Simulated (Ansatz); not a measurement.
An Ansatz (a quantum-chemistry and plane-wave program) run. Input:

Ansatz 0.2 input:
```yaml
crystal:
  lattice:
    - [-4.0040263917, 4.0040263917, 4.0040263917]
    - [4.0040263917, -4.0040263917, 4.0040263917]
    - [4.0040263917, 4.0040263917, -4.0040263917]
  atoms:
    - { symbol: Sb, position: [0.0, 0.25, 0.5] }
    - { symbol: Sb, position: [0.25, 0.5, 0.0] }
    - { symbol: Sb, position: [0.5, 0.0, 0.25] }
    - { symbol: Sb, position: [0.25, 0.25, 0.25] }
kpoints:
  mp_grid: { grid: [7, 7, 7] }
hamiltonian:
  xc: r2scan
  pseudopotentials: { kind: paw }
scf:
  occupations: { method: gaussian, width: 0.05 }
checkpoint: { read: metal.run }
output: { bader: true, populations: true }
```

Output (shortened):

```
Pseudopotential: Sb, paw, valence charge 15
Functional definition: r2SCAN
Crystal: 4 atoms, lattice volume = 256.774 Å³
Basis set: ecut = 500 eV, 6531 PW (Γ), exchange–correlation on 216×216×216 points (64 copies of the dense FFT grid, shifted against one another)
Bands: 36, of which v1, the nominal top of the filled ones, is band 30 counted from 1 (29 counted from 0)
Symmetry: 24 space group operations
Space group: I4132 (ITA 214), of the structure as read, at distance tolerance 6.4e-5 Å
k-points: 20 of 343 (time reversal used)
Stability of the state it starts from, as read at its close in the unpolarized treatment …
iter 1 solved again at ethr=6.21e-7 eV; its pass at ethr=3.10e-3 eV (dr2=3.73e-4 eV) is discarded
SCF iter   1: F=—  HF=-25993.411204 eV  |F-HF|=—  |Δ(HF+E_count)|=         —  Δρ=1.68e-6  dr2=2.81e-9  dr2_τ=4.37e-10  ethr=6.21e-7  ⟨swp⟩=3.0  Hψ=4748  notcnv=0
preconditioner: auto → LDOS
SCF iter   2: F=—  HF=-25993.411181 eV  |F-HF|=—  |Δ(HF+E_count)|=   2.31e-5  Δρ=2.01e-6  dr2=4.32e-9  dr2_τ=5.38e-10  ethr=4.68e-12  ⟨swp⟩=10.0  Hψ=3445  notcnv=0
SCF iter   3: F=-25993.411181 eV  HF=-25993.411181 eV  |F-HF|=1.60e-10  |Δ(HF+E_count)|=   1.77e-9  Δρ=8.71e-7  dr2=7.75e-10  dr2_τ=1.33e-10  ethr=4.68e-12  ⟨swp⟩=1.0  Hψ=2135  notcnv=0
SCF 1 converged in 3 iterations: F = -25993.411181 eV  dr2 = 7.75e-10
SCF converged after 3 iterations
Free energy (F): -25993.411181 eV
Harris-Foulkes:  -25993.411181 eV  (|F-HF|=1.60e-10)
Internal energy: -25993.406027 eV  (E = F + TS)
E sigma→0 (E₀):  -25993.408604 eV
Entropy (-TS):   -0.005154 eV (-1.288 meV/atom)
Fermi energy:    1.773048 eV
--- Per-component energies (eV) ---
  E_band       = -1175.182635
  E_kinetic    = 820.313735
  E_local      = -10363.930916  (includes V_loc(G=0)·N_el)
  E_nonlocal   = 1451.628813
  E_hartree    = 4659.875150
  E_xc         = -504.280462
  E_vxc        = -405.453912  (∫ρ·V_xc dr)
  E_paw        = -18407.259607  (= ΣΔE_a)
  E_vpaw       = -2026.304864  (= ΣTr[D̂ρ^β])
  E_aug_tail   = -0.000003  (compensation charges beyond the density's cutoff)
  E_vtau       = 28.815152  (kinetic-family band-sum trace: ∫τ·v_τ [+ j·A + Jᵃ·Aᵃ] dr)
  E_ewald      = -3651.776886
  E_core_change = 2.024148  (= ΣΔE_core)
  E_smearing   = -0.005154  (= −TS)
  E_closure    = 0.000000  (closes the sum)
  Σ components = -25993.411181   (vs F -25993.411181, Δ=0.00e0)
  [band-id]    e_kinetic+e_local+e_nonlocal+2·e_hartree+e_vxc+e_vpaw+e_augmentation_tail+e_vtau = -1175.181694   (vs E_band -1175.182635, Δ=9.41e-4)
--- Band table (eV; the first three rows and the last of 20) ---
  k-point 0: bands = ["-28.0593", "-28.0593", "-27.9921", "-27.9921", "-27.9921", "-27.8621", "-27.8249", "-27.8249", "-27.8249", "-27.8210", "-27.8210", "-27.8210", "-27.7859", "-27.7859", "-27.7831", "-27.7831", "-27.7831", "-27.7195", "-27.7195", …
  k-point 1: bands = ["-28.0572", "-28.0570", "-28.0047", "-27.9931", "-27.9789", "-27.8726", "-27.8389", "-27.8293", "-27.8248", "-27.8210", "-27.8095", "-27.8085", "-27.7984", "-27.7895", "-27.7830", "-27.7769", "-27.7697", "-27.7229", "-27.7204", …
  k-point 2: bands = ["-28.0517", "-28.0506", "-28.0169", "-27.9963", "-27.9654", "-27.8924", "-27.8483", "-27.8315", "-27.8306", "-27.8208", "-27.8084", "-27.8008", "-27.7987", "-27.7902", "-27.7772", "-27.7657", "-27.7594", "-27.7292", "-27.7227", …
  k-point 19: bands = ["-28.0332", "-28.0308", "-28.0294", "-27.9814", "-27.9701", "-27.9552", "-27.8526", "-27.8510", "-27.8176", "-27.8157", "-27.8144", "-27.7963", "-27.7941", "-27.7892", "-27.7571", "-27.7552", "-27.7417", "-27.7378", "-27.7357", …
--- Löwdin populations: 4 sites ---
  site symbol       q [e]
     0     Sb     14.9572
     1     Sb     14.9572
     2     Sb     14.9572
     3     Sb     14.9572
  spilling = 0.002854 (of n_electrons = 60.000000)
--- Bader charges: 4 sites ---
  site symbol  charge [e]  shift [e]
     0     Sb      0.0000     0.0000
     1     Sb      0.0000     0.0000
     2     Sb      0.0000     0.0000
     3     Sb      0.0000     0.0000
  shift: an alarm, by how much a part of what the PAW files miss would move the charge. Where it is large, compare
  with a run on PAW files of another source; a small one proves nothing
  estimated error of the sums over rays = 1.2e-4 e
```

Cost: very roughly 90 core-seconds on shared cores.

Space group I4_132. The start of the workflow was typed in or built on a structure type; neither database checked (COD, Materials Project) lists it. It is not the phase usual at ambient conditions (space group No. 166). The r²SCAN relaxation kept the symmetry of its start; whether a distortion lowers the energy is not shown. The volume moved by 66 % from the start of the relaxation. Spin–orbit coupling is left out wherever it is not named.

Potentials: the later of the program's two PAW sets.

Ansatz is a plane-wave DFT program.
